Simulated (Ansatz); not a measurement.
SiO₂:
```yaml
crystal:
  lattice:
    - [4.92010, 0.00000, 0.00000]
    - [-2.46005, 4.26093, 0.00000]
    - [0.00000, 0.00000, 5.41571]
  atoms:
    - { symbol: O, position: [0.41317, 0.26916, 0.21553] }
    - { symbol: O, position: [0.73084, 0.14401, 0.54886] }
    - { symbol: O, position: [0.85599, 0.58683, 0.88220] }
    - { symbol: O, position: [0.26916, 0.41317, 0.78447] }
    - { symbol: O, position: [0.14401, 0.73084, 0.45114] }
    - { symbol: O, position: [0.58683, 0.85599, 0.11780] }
    - { symbol: Si, position: [0.46891, 0.00000, 0.33333] }
    - { symbol: Si, position: [0.00000, 0.46891, 0.66667] }
    - { symbol: Si, position: [0.53109, 0.53109, 0.00000] }
```

Cartesian axes are those of the cell as given.

### Question
Give the proper piezoelectric stress tensor with relaxed ions from plane-wave PAW r²SCAN (Ansatz code).

### Answer
In C/m², rows x, y, z, Voigt columns; mesh uncertainty up to 0.00.
```
 0.17  -0.17   0.00  -0.04   0.00   0.00
 0.00   0.00   0.00   0.00   0.04  -0.17
 0.00   0.00   0.00   0.00   0.00   0.00
```

The elastic tensor of the same run (GPa):

```
 86.3    8.8   12.3  -18.2    0.0    0.0
  8.8   86.3   12.3   18.2    0.0    0.0
 12.3   12.3    107    0.0    0.0    0.0
-18.2   18.2    0.0   59.2    0.0    0.0
  0.0    0.0    0.0    0.0   59.2  -18.2
  0.0    0.0    0.0    0.0  -18.2   38.8
```

### Question
Convert to strain constants d = e·S.

### Answer
In pC/N:
```
 2.3  -2.3   0.0   0.7   0.0   0.0
 0.0   0.0   0.0   0.0  -0.7  -4.7
 0.0   0.0   0.0   0.0   0.0   0.0
```

Space group P3_121. The cell was relaxed with r²SCAN under the symmetry of its start; phonons on a q-mesh show no instability.

Potentials: the later of the program's two PAW sets.
